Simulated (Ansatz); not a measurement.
Re:
```cif
data_Re4
_chemical_formula_sum 'Re4'
_space_group_name_H-M_alt 'I41/amd :1'
_space_group_IT_number 141
_space_group_name_Hall 'I 4bw 2bw -1bw'
_cell_length_a 5.03638
_cell_length_b 5.03638
_cell_length_c 2.60333
_cell_angle_alpha 90.000
_cell_angle_beta 90.000
_cell_angle_gamma 90.000
loop_
_atom_site_label
_atom_site_type_symbol
_atom_site_symmetry_multiplicity
_atom_site_Wyckoff_symbol
_atom_site_fract_x
_atom_site_fract_y
_atom_site_fract_z
_atom_site_occupancy
Re1 Re 4 a 0.00000 0.00000 0.00000 1
```
(The calculation used a cell of 2 atoms; values per cell refer to that cell.)

Relaxed with PBE.

### Question
Decompose the optical modes at the zone centre into irreducible representations, and say which are infrared and Raman allowed.

### Answer
Point group 4/mmm: Γ_opt = B1g + Eg. Infrared: none. Raman: B1g, Eg.

### Question
Assign frequencies (DFPT, plane-wave PAW PBE (Ansatz code)).

### Answer
Eg 58, B1g 93 cm⁻¹.

Subscripts of B labels follow the axes of the standard setting.

Space group I4_1/amd (β-Sn type). The cell is a constructed one: a structure type filled with these elements; neither database checked (COD, Materials Project) lists it. It is not the phase usual at ambient conditions (space group No. 194). The PBE relaxation kept the symmetry of its start; of distortions, only those at the zone centre were tested. The run is not spin-polarised. As this level gives no gap, phonon frequencies hold no LO–TO term and depend on the k-mesh and smearing (Fermi–Dirac, 0.1 eV here). Spin–orbit coupling is left out wherever it is not named.

Potentials: the later of the program's two PAW sets.
